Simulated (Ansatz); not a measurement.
In r²SCAN in the plane-wave PAW code Ansatz, MgTiNO in the tetragonal phase (P4/mmm; Ti on 1a, N on 1c, Mg on 1d, O on 1b) relaxes to a = 2.965 Å, c = 4.330 Å. Ti has 6 nearest neighbours from 2.10 Å (octahedral); N has 6 nearest neighbours from 2.10 Å (octahedral); Mg has 6 nearest neighbours from 2.10 Å (octahedral); O has 6 nearest neighbours from 2.10 Å (octahedral). Its formation energy from the elements is -2.24 eV/atom, with no fitted shifts.

Electronic character: metallic (no gap). The magnetic state found is ferromagnetic. The net moment is 0.03 μB per atom.

An equation-of-state fit gives a bulk modulus of 213 GPa. Bader charges are Ti +1.87, N -1.97, Mg +1.74, O -1.63 e.

The start of the workflow was typed in or built on a structure type; neither database checked (COD, Materials Project) lists it. Whether it is the stable phase at ambient conditions was not checked. Symmetry was held in the r²SCAN relaxation; its stability against distortions is not shown here. The final state is ferromagnetic, the only order run, not a proven ground state. The cell computed holds one magnetic atom, so no antiferromagnetic order was within reach. Other orbital occupations within this spin state were not tried. No Hubbard U is applied. The compound may be a true metal, but semilocal functionals without U, or a wrong spin order, can also close a gap. The references are the lowest solids computed at this level, not always the standard phases (solids in place of the gases).

Potentials: the later of the program's two PAW sets.
